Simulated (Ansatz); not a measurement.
The calculation used Ansatz, DFT PBE, scalar-relativistic, plane waves, PAW. Settings: cutoff 420 eV, Γ-centred meshes spaced at most about 0.3 Å⁻¹, and about 0.25 Å⁻¹ or finer for metals (2π included), Gaussian smearing. No spin polarisation in the final relaxations.

All energies are static (0 K, no zero-point motion). All come from trial cells, and lower structures may exist.

Question: Which of these relaxed structures of Nb3GaSe2 is the lowest in energy?
A.

```
Nb Ga Se
1.0
     3.17448    0.00000    0.00000
     0.00000    3.17448    0.00000
     0.00000    0.00000   10.03867
Nb Ga Se
3 1 2
Direct
  0.50000 0.50000 0.16789
  0.50000 0.50000 0.50000
  0.50000 0.50000 0.83211
  0.00000 0.00000 0.00000
  0.00000 0.00000 0.33555
  0.00000 0.00000 0.66445
```

B.

```
Nb Ga Se
1.0
     3.41591    0.00000    0.00000
     0.00000    3.41591    0.00000
     0.00000    0.00000   10.01298
Nb Ga Se
3 1 2
Direct
  0.00000 0.00000 0.65965
  0.00000 0.00000 0.34035
  0.50000 0.50000 0.50000
  0.00000 0.00000 0.00000
  0.50000 0.50000 0.78055
  0.50000 0.50000 0.21945
```

Answer: B. It has space group P4/mmm (No. 123); the next, A, with space group P4/mmm (No. 123), lies 120 meV/atom higher. Counting Se atoms around Ga and Nb (those within 1.25 times the shortest such distance or 1.15 times the sum of covalent radii, 1.27 where that leaves under three; the shortest distance is added where it exceeds 1.18 times the sum of covalent radii; a slash parts the counts of unlike sites), the lowest has Nb 2/4, Ga 8 from 3.3 Å and the next has Nb 4/8, Ga 2 from 3.4 Å.

A magnetic state wasn't ruled out in cells without spin, among them P4/mmm at 19.5 Å³/atom, P4/mmm at 16.9 Å³/atom. Cells relaxed within their symmetry can be saddle points. Some structure types and database cells were kept out of the candidates from the start, so a known form may be missing.
